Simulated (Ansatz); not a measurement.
# Guessed and relaxed cells of Cu

The cell of Cu is invented: random sheet by layer group and Wyckoff sites. Its size is a rough estimate.

The sheet is periodic along a and b; c holds vacuum. Symmetry isn't written into the files.

start.cif

```cif
data_structure
_symmetry_space_group_name_H-M 'P 1'
_symmetry_Int_Tables_number 1
_cell_length_a 2.5957
_cell_length_b 2.5957
_cell_length_c 14.0000
_cell_angle_alpha 90.000
_cell_angle_beta 90.000
_cell_angle_gamma 108.011
_cell_volume 89.70
loop_
_atom_site_label
_atom_site_type_symbol
_atom_site_fract_x
_atom_site_fract_y
_atom_site_fract_z
_atom_site_occupancy
Cu1 Cu 0.00000 0.00000 0.50000 1
```

Theory: DFT PBE, scalar-relativistic, plane waves, PAW in Ansatz 0.2.0. Cutoff 420 eV, Gaussian smearing, Γ-centred meshes. In-plane cell and atoms relax first on a coarse mesh and then on a finer one. In metals the finer mesh still leaves noise of several meV/atom or more. The steps can't lower the symmetry of their start. No spin polarisation.

end.cif

```cif
data_structure
_symmetry_space_group_name_H-M 'P 1'
_symmetry_Int_Tables_number 1
_cell_length_a 2.4289
_cell_length_b 2.4289
_cell_length_c 23.8000
_cell_angle_alpha 90.000
_cell_angle_beta 90.000
_cell_angle_gamma 120.001
_cell_volume 121.60
loop_
_atom_site_label
_atom_site_type_symbol
_atom_site_fract_x
_atom_site_fract_y
_atom_site_fract_z
_atom_site_occupancy
Cu1 Cu 0.00000 0.00000 0.29412 1
```

The symmetry goes from cmmm (No. 47) to p6/mmm (No. 80). The area per atom shrinks by 20.3 %, from 6.4 to 5.1 Å². The shortest distance goes from 2.60 Å (Cu–Cu) to 2.43 Å (Cu–Cu). The energy falls by about 0.38 eV/atom (the start's value is from the coarse mesh). The program sets the height of the box itself, so the height of the cell differs between start and end.

```yaml
Layer_group: p6/mmm (No. 80)
In-plane_cell: a = 2.429 Å, b = 2.429 Å, γ = 120.0°
Area_per_atom: 5.11 Å²
Thickness_between_the_outermost_nuclei: 0.00 Å
Energy_over_the_standard_state: +0.72 eV/atom
Gap_on_the_26×26×1_mesh_of_the_1-atom_cell: 0 eV (a metal)
```

Energies count from the standard state of Cu at the same level. It lies above the standard state, so it could only be metastable.

The last run used Gaussian smearing of 0.10 eV. Symmetry constrained the relaxation, so the result can be a saddle point. In all, the 3 runs took 2.1 min on 1 thread of Arm Neoverse V2, on a shared host.
